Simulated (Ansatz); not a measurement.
SiO₂ (space group P4_32_12)

```yaml
crystal:
  lattice:
    - [4.94583, 0.00000, 0.00000]
    - [0.00000, 4.94583, 0.00000]
    - [0.00000, 0.00000, 6.87356]
  atoms:
    - { symbol: Si, position: [0.19586, 0.19586, 0.00000] }
    - { symbol: Si, position: [0.30414, 0.69586, 0.75000] }
    - { symbol: Si, position: [0.80414, 0.80414, 0.50000] }
    - { symbol: Si, position: [0.69586, 0.30414, 0.25000] }
    - { symbol: O, position: [0.61285, 0.73741, 0.68310] }
    - { symbol: O, position: [0.76259, 0.11285, 0.43310] }
    - { symbol: O, position: [0.38715, 0.26259, 0.18310] }
    - { symbol: O, position: [0.23741, 0.88715, 0.93310] }
    - { symbol: O, position: [0.11285, 0.76259, 0.56690] }
    - { symbol: O, position: [0.26259, 0.38715, 0.81690] }
    - { symbol: O, position: [0.88715, 0.23741, 0.06690] }
    - { symbol: O, position: [0.73741, 0.61285, 0.31690] }
```

The atoms are displaced by Q × the pattern below (from a DFPT mode at Γ, largest move 1; Q in Å), at fixed cell.

```json
[
 {"atom": "Si1", "x": "-0.379", "y": "0.379", "z": "-0.236"},
 {"atom": "Si2", "x": "0.379", "y": "0.379", "z": "0.236"},
 {"atom": "Si3", "x": "0.379", "y": "-0.379", "z": "-0.236"},
 {"atom": "Si4", "x": "-0.379", "y": "-0.379", "z": "0.236"},
 {"atom": "O5", "x": "-0.778", "y": "-0.188", "z": "0.599"},
 {"atom": "O6", "x": "-0.188", "y": "0.778", "z": "-0.599"},
 {"atom": "O7", "x": "0.778", "y": "0.188", "z": "0.599"},
 {"atom": "O8", "x": "0.188", "y": "-0.778", "z": "-0.599"},
 {"atom": "O9", "x": "-0.778", "y": "0.188", "z": "-0.599"},
 {"atom": "O10", "x": "-0.188", "y": "-0.778", "z": "0.599"},
 {"atom": "O11", "x": "0.778", "y": "-0.188", "z": "-0.599"},
 {"atom": "O12", "x": "0.188", "y": "0.778", "z": "0.599"}
]
```

These are LDA (plane waves to 420 eV, PAW, scalar-relativistic; Ansatz, a quantum-chemistry and plane-wave program) values and carry that method's errors. k mesh 6×6×4 (Γ-centred), Fermi-Dirac smearing 0.05 eV. The energy includes the smearing's −TS. SiO2 was relaxed with its symmetry unable to fall. ΔE is measured from the undisplaced structure.

```csv
Q (Å),ΔE (meV/cell)
-0.180,13284
-0.150,8866
-0.120,withheld
-0.090,3005
-0.060,1310
-0.030,324
0.000,0
0.030,324
0.060,1310
0.090,3005
0.120,withheld
0.150,8866
0.180,13284
```

Problem. Fit an even polynomial form (powers 2, 4) to the given rows and predict ΔE at Q = 0.120.

Solution. Least squares on the 11 given rows: ΔE = (357900)·Q² + (1607000)·Q⁴, in meV/cell with Q in Å; root-mean-square residual 0.7 meV/cell. At 0.120 the fit gives 5487 meV/cell; the calculation gives 5487 meV/cell, the same to the digits shown. The quadratic term alone would give 5154 meV/cell.

(A displaced cell: forces are minus the slopes of the energy, force constants its curvatures, and phonons follow from these.)
